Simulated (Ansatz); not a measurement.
**RbGdS$_{2}$: reading a single point**

```xyz
4
Lattice="4.1581 0.0000 0.0000 -2.0790 3.6010 0.0000 -2.0790 1.2003 7.5185" Properties=species:S:1:pos:R:3 pbc="T T T"
Gd    0.0000    2.4007    3.7593
S    -2.0790    3.6010    5.2532
S     2.0790    1.2003    2.2653
Rb    0.0000    0.0000    0.0000
```

Single point in Ansatz 0.2.0 with r2SCAN, spin-orbit coupling. Cutoff 500 eV, PAW datasets, 5×5×5 Γ-centred k mesh, fermi-dirac filling (width 0.1 eV).

Magnetic state (reached from a saved solution, and it need not be the lowest): Gd1 along (-0.26, 0.15, 0.95).

Moments: Gd1 7.00 μB of spin moment in Bader basins; net size 6.97 μB a cell.
Band edges: Within 0.7 eV of the edges, the states project mainly on S p (92 %) below the gap and on Gd f (85 %) above it.
Charges: Bader charges in e: Rb +0.80, Gd +1.96, S -1.38. In the mean Gd gives up most and S takes most.
Electronic structure: The gap is 2.36 eV, indirect (the least direct gap found is 2.84 eV).
Stress: The pressure is -0.7 GPa (compression positive), so with the atoms held at these fractions the cell would first shrink. The principal stresses -1.2, -1.2, 0.3 GPa differ, so its shape would change too.

Origin: a known structure type with other elements, at an estimated volume, so it need not be a known compound. Caveats: f shells without a U or exact exchange are poorly placed.
